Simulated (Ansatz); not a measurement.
The start is a relaxed Te2Mo cell, doubled along one cell vector, shaken by Gaussian noise of σ = 0.08 Å a coordinate. Cell shape, volume and atoms are optimised at zero target pressure with r2SCAN (plane waves to 500 eV, PAW, scalar-relativistic; Ansatz, a quantum-chemistry and plane-wave program). The first steps use a coarse 2×4×7 k-mesh.

The start:
```
Te2Mo
1.0
   11.98252     0.00000     0.00000
    0.00000     6.81232     0.00000
    0.00000     0.00000     3.52103
Mo Te
4 8
Direct
  0.25379   0.48365   0.49002
  0.75162   0.50746   0.51553
  0.99892   0.99235   0.96976
  0.49663   0.00582   0.01562
  0.35074   0.87347   0.48888
  0.85533   0.86995   0.54475
  0.08663   0.65296   0.98232
  0.60326   0.62914   0.99883
  0.40372   0.35354   0.97931
  0.90175   0.35304   0.97839
  0.14470   0.13973   0.52645
  0.65384   0.14415   0.49343
```

### Question
What pressure does the first self-consistent step give?

### Answer
+3 GPa (positive: the cell is compressed).

### Question
What is the largest force in the starting geometry, and on which atom (counted from 1)?

### Answer
About 3.8 eV/Å, on Te6 (atoms numbered as listed).

### Question
How much energy is released per atom?

### Answer
0.10 eV/atom.

### Question
Is the parent structure recovered?

### Answer
The parent structure is recovered, Pnnm (No. 58).

### Question
How do the shortest distances between atoms change?

### Answer
The closest pairs of elements (up to four, under 3.6 Å), start → end: Mo–Te 2.43 → 2.69 Å; Te–Te 3.01 → 3.07 Å; Mo–Mo 3.52 → 3.52 Å.

### Question
Is the relaxed structure metallic? Give its gap.

### Answer
No gap on the sampled points, where the bands overlap only slightly; such a result is sensitive to mesh and level.

Relaxed structure:

Space group Pnnm (No. 58); a = 5.991 Å, b = 6.812 Å, c = 3.521 Å, α = β = γ = 90.00°

| atom | site | symmetry | x | y | z |
|---|---|---|---|---|---|
| Mo | 2c | ..2/m | 0.0000 | 0.5000 | 0.0000 |
| Te | 4g | ..m | 0.8040 | 0.1452 | 0.0000 |

Final values are on a 8×7×13 k-mesh of the relaxed cell. No spin polarisation in the result.

The relaxed structure here is a generated cell of Te2Mo: the first start was made by placing the elements on the sites of a structure type, and the end was not matched to a known phase here, so it may be hypothetical. Known forms of Te2Mo include space group No. 194.
